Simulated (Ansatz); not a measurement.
CdS (zinc blende)

```yaml
crystal:
  lattice:
    - [0.00000, 2.93953, 2.93953]
    - [2.93953, 0.00000, 2.93953]
    - [2.93953, 2.93953, 0.00000]
  atoms:
    - { symbol: S, position: [0.75000, 0.75000, 0.75000] }
    - { symbol: Cd, position: [0.00000, 0.00000, 0.00000] }
```

The slice is a {110} plane (indices of the conventional cell) through the point (0.750, 0.750, 0.750) (fractional), spanned by u = [100] and v = [1 -1 -1] in vectors of this cell: u (4.16 Å) and v (5.88 Å, at 90° to u). It covers one period; positions are fractions (u, v).

Level of theory: r2SCAN (plane waves to 500 eV, PAW, scalar-relativistic; Ansatz, a first-principles code). k mesh 10×10×10. Inside the PAW spheres the values are not all-electron values, and peaks at nuclei hang on which shells count as valence. CdS was relaxed with its symmetry unable to fall. The PAW data are Ansatz's earlier set.

Question: Around which element is the density of the highest valence band (whole band, smooth part) largest on this plane?

Answer: S. Mean over a disc round each atom, of radius 0.45 times the shortest bond: S 0.184, Cd 0.015 e/Å³.

Question: What is the ELF at the density minimum of the shortest S–Cd line in this plane (2.55 Å)?

Answer: 0.2.

Question: What is the valence density on the shortest S–Cd line in this plane (2.55 Å), at its minimum between the atoms?

Answer: 0.40 e/Å³.

Question: Predict the map of the valence electron density on the slice.

Answer: 
```
v \ u  0.00  0.13  0.26  0.39  0.52  0.65  0.78  0.91
-----  ----  ----  ----  ----  ----  ----  ----  ----
0.88    0.0  -0.1  -0.4   0.1   0.4  -0.2  -0.3  -0.1
0.75   -0.9  -0.9  -0.3   1.0   1.4   0.7  -0.6  -0.9
0.62   -1.7  -1.4  -0.8   0.1   0.4  -0.2  -1.0  -1.6
0.50   -2.0  -1.8  -1.5  -1.2  -1.1  -1.2  -1.6  -1.9
0.38   -1.7  -1.7  -1.8  -1.7  -1.7  -1.7  -1.8  -1.7
0.25   -0.9  -1.0  -1.4  -1.8  -2.0  -1.7  -1.3  -1.0
0.12    0.0  -0.2  -0.8  -1.4  -1.7  -1.2  -0.6  -0.1
0.00   -1.2   0.0  -0.4  -0.9  -1.1  -0.8  -0.2  -0.1
```

Values: log₁₀ of the valence density in e/Å³. The scale is logarithmic, as a density can span decades between atoms and voids.
